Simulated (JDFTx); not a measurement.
Part of a log of a modified build of JDFTx for benzoquinone, C6H4O2 (SMILES O=C1C=CC(=O)C=C1), charge 0, multiplicity 1 (PBE, GBRV ultrasoft potentials, plane waves to 20/100 Ha):

```
unit cell volume = 8158.74
Chosen fftbox size, S = [  112  108  70  ]
unit cell volume = 8158.74
Chosen fftbox size, S = [  100  96  60  ]
  'O' pseudopotential, 'SLA  PW   PBE  PBE' functional
  6 valence electrons, 2 orbitals, 5 projectors, 737 radial grid points, with lMax = 2
  'C' pseudopotential, 'SLA  PW   PBE  PBE' functional
  4 valence electrons, 2 orbitals, 4 projectors, 721 radial grid points, with lMax = 1
  'H' pseudopotential, 'SLA  PW   PBX  PBC' functional
  1 valence electrons, 1 orbitals, 2 projectors, 615 radial grid points, with lMax = 0
Initialized 3 species with 12 total atoms.
Folded 1 k-points by 1x1x1 to 1 k-points.
nElectrons:  40.000000   nBands: 20   nStates: 1
average nbasis = 34861.000 , ideal nbasis = 34854.744
Correction to mu due to finite nuclear width = -0.00486448
   Cavity determined by nc: 4.28e-05 and sigma: 0.6
   Effective cavity tension: -6.2e-06 Eh/bohr^2 to account for cavitation and dispersion.
[...]
	Linear fluid (dielectric constant: 5.69) occupying 0.769178 of unit cell:	Completed after 8 iterations
[... later lines of the fluid solver are left out ...]
ElecMinimize: Iter:   0  Etot: -68.698816923793700  |grad|_K:  1.484e-05  alpha:  1.000e+00
ElecMinimize: Iter:   1  Etot: -68.698943655410147  |grad|_K:  7.780e-06  alpha:  8.218e-01  linmin:  7.228e-03
ElecMinimize: Iter:   2  Etot: -68.698977322690894  |grad|_K:  4.599e-06  alpha:  8.022e-01  linmin:  1.409e-05
ElecMinimize: Iter:   3  Etot: -68.698987626681230  |grad|_K:  2.342e-06  alpha:  6.993e-01  linmin: -2.571e-03
ElecMinimize: Iter:   4  Etot: -68.698991209685488  |grad|_K:  1.286e-06  alpha:  9.351e-01  linmin:  2.183e-03
ElecMinimize: Iter:   5  Etot: -68.698992178532478  |grad|_K:  7.712e-07  alpha:  8.423e-01  linmin:  3.860e-04
ElecMinimize: Iter:   6  Etot: -68.698992464883531  |grad|_K:  4.375e-07  alpha:  6.907e-01  linmin:  8.020e-04
ElecMinimize: Iter:   7  Etot: -68.698992560266277  |grad|_K:  2.273e-07  alpha:  7.152e-01  linmin: -2.886e-03
ElecMinimize: Iter:   8  Etot: -68.698992590915338  |grad|_K:  1.127e-07  alpha:  8.477e-01  linmin: -6.083e-03
ElecMinimize: Converged (|Delta Etot|<1.000000e-07 for 2 iters).

# Energy components:
   A_diel =       -0.0087526274308130
   Eewald =       60.3406434862115262
       EH =      115.3806446911539894
     Eloc =     -270.8552750352902763
      Enl =        9.3618594434303972
      Exc =      -19.4701309474000368
 Exc_core =        0.3321533901131007
       KE =       36.2198650082967575
-------------------------------------
     Etot =      -68.6989925909153385
```

Which solvation model was used?
A) SCCS (cation parameters)
B) nonlinear PCM (GLSSA13)
C) SCCS (g03 parameters)
D) linear PCM (GLSSA13)

D, linear PCM (GLSSA13). The liquid was chlorobenzene (dielectric constant 5.7), no salt.
